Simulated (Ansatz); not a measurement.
# Property card for SrHg

SrHg:
```cif
data_HgSr
_chemical_formula_sum 'Hg1 Sr1'
_space_group_name_H-M_alt 'Pm-3m'
_space_group_IT_number 221
_space_group_name_Hall '-P 4 2 3'
_cell_length_a 3.92009
_cell_length_b 3.92009
_cell_length_c 3.92009
_cell_angle_alpha 90.000
_cell_angle_beta 90.000
_cell_angle_gamma 90.000
loop_
_atom_site_label
_atom_site_type_symbol
_atom_site_symmetry_multiplicity
_atom_site_Wyckoff_symbol
_atom_site_fract_x
_atom_site_fract_y
_atom_site_fract_z
_atom_site_occupancy
Hg1 Hg 1 a 0.00000 0.00000 0.00000 1
Sr1 Sr 1 b 0.50000 0.50000 0.50000 1
```

Space group Pm-3m (No. 221), CsCl type; conventional cell a = b = c = 3.920 Å, α = β = γ = 90.00°.

Method: PBEsol (plane waves, PAW; program Ansatz). Structure relaxed to zero pressure with the same functional. Other levels are named where they apply.

### Cell and energy

Volume per atom: 30.12 Å³
Density: 7.94 g/cm³
Formation energy from the elements (no fitted shifts): -56 kJ/mol of atoms

### Electronic structure

- Electronic character = metallic (no gap)
- Density of states at the Fermi level = 0.61 states/eV per atom (mean over ±0.08 eV)
- Gap with spin–orbit coupling = none (metallic)

### Mechanics

* **Bulk modulus (Birch–Murnaghan fit)**: 33.4 GPa
* **Pressure derivative B′**: 5.0
* **Elastic constants (relaxed ions, GPa)**: C11 = 53.9, C12 = 23.0, C44 = 21.5
* **Mechanical stability**: stable (all eigenvalues of C positive)
* **Hill bulk and shear moduli**: 33.3 and 18.8 GPa
* **Young's modulus**: 47.5 GPa
* **Poisson's ratio**: 0.26
* **Debye temperature from the elastic constants**: 164 K

### Charges

* **Bader charges**: Hg -1.21, Sr +1.21 e

The workflow started from an entry of the Crystallography Open Database (COD). Its standing as an ambient phase is unchecked. The cell was relaxed with PBEsol under the symmetry of its start; whether a distortion lowers the energy is not shown. As this level gives no gap, shear constants depend on the k-mesh and smearing (Fermi–Dirac, 0.1 eV here). The references are the lowest solids computed at this level, not always the standard phases. Scalar-relativistic: spin–orbit coupling is off unless named, which matters more the heavier the elements.

Potentials: the later of the program's two PAW sets.
